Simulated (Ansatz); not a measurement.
Computed with DFT PBE, scalar-relativistic, plane waves, PAW (Ansatz 0.2.0). Settings: cutoff 420 eV, Γ-centred meshes spaced at most about 0.3 Å⁻¹, and about 0.25 Å⁻¹ or finer for metals (2π included), Gaussian smearing. No spin polarisation in the final relaxations.

Temperature and zero-point effects are left out. All come from trial cells, and lower structures may exist.

**Question.** These unrelaxed guesses for Lu3Zn2Ge are each relaxed within their symmetry. Order them by the energy at which they end, lowest first.
A.

```
CELL_PARAMETERS angstrom
5.86827 0.00000 0.00000
-2.93413 5.08207 0.00000
0.00000 0.00000 4.54935
ATOMIC_POSITIONS crystal
Lu 0.00000 0.00000 0.50000
Lu 0.33333 0.66667 0.50000
Lu 0.66667 0.33333 0.50000
Zn 0.33333 0.66667 0.00000
Zn 0.66667 0.33333 0.00000
Ge 0.00000 0.00000 0.00000
```

B.

```
CELL_PARAMETERS angstrom
6.16714 0.00000 0.00000
-3.08357 5.34090 0.00000
0.00000 0.00000 4.22027
ATOMIC_POSITIONS crystal
Lu 0.84954 0.15046 0.50000
Lu 0.84954 0.69907 0.50000
Lu 0.30093 0.15046 0.50000
Zn 0.66667 0.33333 0.50000
Zn 0.00000 0.00000 0.00000
Ge 0.33333 0.66667 0.50000
```

C.

```
CELL_PARAMETERS angstrom
3.62167 0.00000 0.00000
0.00000 3.62167 0.00000
0.00000 0.00000 7.88226
ATOMIC_POSITIONS crystal
Lu 0.50000 0.00000 0.99831
Lu 0.00000 0.50000 0.99831
Lu 0.00000 0.00000 0.37926
Zn 0.50000 0.50000 0.26656
Zn 0.00000 0.00000 0.73394
Ge 0.50000 0.50000 0.62362
```

D.

```
CELL_PARAMETERS angstrom
6.23604 0.00000 0.00000
-3.11802 5.40057 0.00000
0.00000 0.00000 3.45190
ATOMIC_POSITIONS crystal
Lu 0.50000 0.00000 0.50000
Lu 0.00000 0.50000 0.50000
Lu 0.50000 0.50000 0.50000
Zn 0.66667 0.33333 0.00000
Zn 0.33333 0.66667 0.00000
Ge 0.00000 0.00000 0.00000
```

**Answer.** C (ends in P4mm, 0 meV/atom), D (ends in P6/mmm, 0.33 eV/atom), A (ends in P6/mmm, 0.52 eV/atom), B (ends in P-6m2, 0.90 eV/atom).

Cells relaxed within their symmetry can be saddle points. Some structure types and database cells were kept out of the candidates from the start, so a known form may be missing.
